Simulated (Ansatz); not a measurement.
The cell of ZrInS3 is invented: random cell by space group and Wyckoff sites (P4/mmm, No. 123). Lengths were set from tabulated atomic sizes, so they are only a guess.

```
Zr In S
1.0
     3.93718    0.00000    0.00000
     0.00000    3.93718    0.00000
     0.00000    0.00000    8.42002
Zr In S
1 1 3
Direct
  0.50000 0.50000 0.00000
  0.50000 0.50000 0.50000
  0.00000 0.00000 0.28601
  0.00000 0.00000 0.71399
  0.00000 0.00000 0.50000
```

All numbers below come from DFT PBE, scalar-relativistic, plane waves, PAW in Ansatz 0.2.0. Cutoff 420 eV, Gaussian smearing, Γ-centred meshes. Cell and atoms relax first on a coarse mesh and then on a finer one. In between, the cell is made exact in the group found at 0.06 Å. In metals the finer mesh still leaves noise of several meV/atom or more. The steps can't lower the symmetry of their start. No spin polarisation in the relaxation; trial moments died out in a coarse test.

A guess keeps its type if space group and coordination stay and the shape of the cell changes little (axis ratios within about 15 %, angles within 6°); the volume may change.

Question: Does it keep its structure type, or change into something else?

Answer: It doesn't keep its type. The symmetry stays P4/mmm (No. 123). The volume per atom grows by 0.7 %, from 26.1 to 26.3 Å³. The shortest distance goes from 1.80 Å (S–S) to 2.47 Å (In–S). The ratio c/a of the conventional cell changes by a factor of 1.45. Counting neighbours within 15 % of an atom's shortest distance, the start has In 4, S 1/2, Zr 14 and the end In 4, S 4/5, Zr 8. In detail, at the end Zr has 8 S at 2.85 Å and 4 Zr at 3.49 Å; In is surrounded by 4 S at 2.47 Å; around S on a site of symmetry 4mm lie 4 Zr at 2.85 Å and 1 S at 2.86 Å; 1 more site not described.

```cif
data_structure
_symmetry_space_group_name_H-M 'P 1'
_symmetry_Int_Tables_number 1
_cell_length_a 3.4888
_cell_length_b 3.4888
_cell_length_c 10.7943
_cell_angle_alpha 90.000
_cell_angle_beta 90.000
_cell_angle_gamma 90.000
_cell_volume 131.38
loop_
_atom_site_label
_atom_site_type_symbol
_atom_site_fract_x
_atom_site_fract_y
_atom_site_fract_z
_atom_site_occupancy
Zr1 Zr 0.50000 0.50000 0.00000 1
In1 In 0.50000 0.50000 0.50000 1
S1 S 0.00000 0.00000 0.13264 1
S2 S 0.00000 0.00000 0.86736 1
S3 S 0.00000 0.00000 0.50000 1
```

Formation energies are uncorrected and refer to the elements' standard structures at the same level.

Question: At what energy does it end?

Answer: −0.58 eV/atom.

The last run used a 10×10×4 mesh (in the run's order of axes) for its 5-atom cell and Gaussian smearing of 0.10 eV. Weakly bound directions are ill-defined at this level, which has no dispersion term. An odd number of electrons in the primitive cell allows no gap without spin; a larger cell or a magnetic state could open one. The reference form of S is held partly by dispersion forces, which this level lacks. A structure relaxed within its symmetry needn't be a true minimum. Another cell of ZrInS3 relaxed alike, in Pm-3m, lies 206 meV/atom lower, so this cell isn't the stable form at this level.

In counts of neighbours, a slash parts the counts of unlike sites.
